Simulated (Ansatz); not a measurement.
Cu₃Sb:
```cif
data_Cu6Sb2
_chemical_formula_sum 'Cu6 Sb2'
_space_group_name_H-M_alt 'Pmmn :1'
_space_group_IT_number 59
_space_group_name_Hall 'P 2 2ab -1ab'
_cell_length_a 4.21071
_cell_length_b 5.39437
_cell_length_c 5.17193
_cell_angle_alpha 90.000
_cell_angle_beta 90.000
_cell_angle_gamma 90.000
loop_
_space_group_symop_operation_xyz
  'x, y, z'
  '-x, -y, z'
  'x+1/2, -y+1/2, -z'
  '-x+1/2, y+1/2, -z'
  '-x+1/2, -y+1/2, -z'
  'x+1/2, y+1/2, -z'
  '-x, y, z'
  'x, -y, z'
loop_
_atom_site_label
_atom_site_type_symbol
_atom_site_symmetry_multiplicity
_atom_site_Wyckoff_symbol
_atom_site_fract_x
_atom_site_fract_y
_atom_site_fract_z
_atom_site_occupancy
Cu1 Cu 2 b 0.50000 0.00000 0.27529 1
Cu2 Cu 4 e 0.00000 0.24597 0.14282 1
Sb1 Sb 2 a 0.00000 0.00000 0.65793 1
```

Relaxed with r²SCAN.

Q: Tabulate the valence density and the electron localisation function along the shortest Cu–Cu contact (2.56 Å), DFT-r²SCAN in the program Ansatz with PAW potentials.

A: 

```
distance from Cu (Å)  density (e/Å³)   ELF
--------------------  --------------  ----
0.26                           37.38  0.78
0.38                           18.19  0.55
0.51                            7.56  0.34
0.64                            3.04  0.24
0.77                            1.28  0.20
0.90                            0.59  0.17
1.02                            0.36  0.17
1.15                            0.28  0.20
1.28                            0.26  0.21
1.41                            0.28  0.19
1.54                            0.36  0.16
1.66                            0.58  0.17
1.79                            1.28  0.20
1.92                            3.05  0.24
2.05                            7.58  0.34
2.18                           18.20  0.55
2.30                           37.34  0.78
```

The density is the valence pseudo-density with augmentation charge, so density and ELF within about 1 Å of a nucleus are not all-electron values.

The first step of the workflow began from a Materials Project structure, measured or hypothetical; the Crystallography Open Database copy checked does not list it. Its standing as an ambient phase is unchecked. Symmetry was held in the r²SCAN relaxation; whether a distortion lowers the energy is not shown. No spin polarisation was allowed. Scalar-relativistic: spin–orbit coupling is off unless named, which matters more the heavier the elements.

Potentials: the later of the program's two PAW sets.
